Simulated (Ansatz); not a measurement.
CrGa$_{3}$P$_{4}$ under strains and displacements

Level of theory: DFT PBE, scalar-relativistic, plane waves, PAW (Ansatz 0.2.0).

Plane waves to 420 eV, a k mesh through Γ of 8×8×8 on the computed 8-atom cell and Gaussian smearing (0.10 eV); collinear spin from starting moments 2.8 0 0 0 0 0 0 0 μB.

Reference cell:

```
CELL_PARAMETERS angstrom
5.49118 0.00000 0.00000
0.00000 5.49118 0.00000
0.00000 0.00000 5.49118
ATOMIC_POSITIONS crystal
Cr 0.00000 0.00000 0.00000
Ga 0.00000 0.50000 0.50000
Ga 0.50000 0.00000 0.50000
Ga 0.50000 0.50000 0.00000
P 0.24628 0.24628 0.24628
P 0.75372 0.75372 0.24628
P 0.24628 0.75372 0.75372
P 0.75372 0.24628 0.75372
```

Each variant moves atoms of this cell by the vectors given, if any (Å), and then applies a symmetric strain (tensor components, Cartesian axes). The reference cell isn't relaxed at this level. Energies are per atom at zero smearing, counted from the lowest variant. Pressure is positive in compression.

1. strain (xx yy zz yz xz xy, %) -1.53 -1.53 -1.53 0.00 0.00 0.00; moves: P5 (-0.204, -0.204, -0.204); P6 (0.204, 0.204, -0.204); P7 (-0.204, 0.204, 0.204); P8 (0.204, -0.204, 0.204)
2. strain (xx yy zz yz xz xy, %) 4.05 4.05 4.05 0.00 0.00 0.00; moves: P5 (0.204, 0.204, 0.204); P6 (-0.204, -0.204, 0.204); P7 (0.204, -0.204, -0.204); P8 (-0.204, 0.204, -0.204)
3. strain (xx yy zz yz xz xy, %) 1.59 1.59 1.59 0.00 0.00 0.00; moves: P5 (-0.049, -0.049, -0.049); P6 (0.049, 0.049, -0.049); P7 (-0.049, 0.049, 0.049); P8 (0.049, -0.049, 0.049)

| result | ΔE (meV/atom) | P (GPa) | largest force (eV/Å) |
| --- | --- | --- | --- |
| A | 285.2 | -3.91 | 2.44 |
| B | 0.0 | -3.04 | 0.89 |
| C | 410.9 | 10.83 | 5.85 |

(1) Which variant gave which result?

Only parallel moments were tried here.

## Answers

(1) A is 2, B is 3, C is 1. The pressure falls as the cell grows: from the smallest volume to the largest the variants are 1, 3, 2.

Cost: 3 runs of about 6.3 core-minutes in all, on Intel Xeon Processor @ 2.70GHz (shared hosts).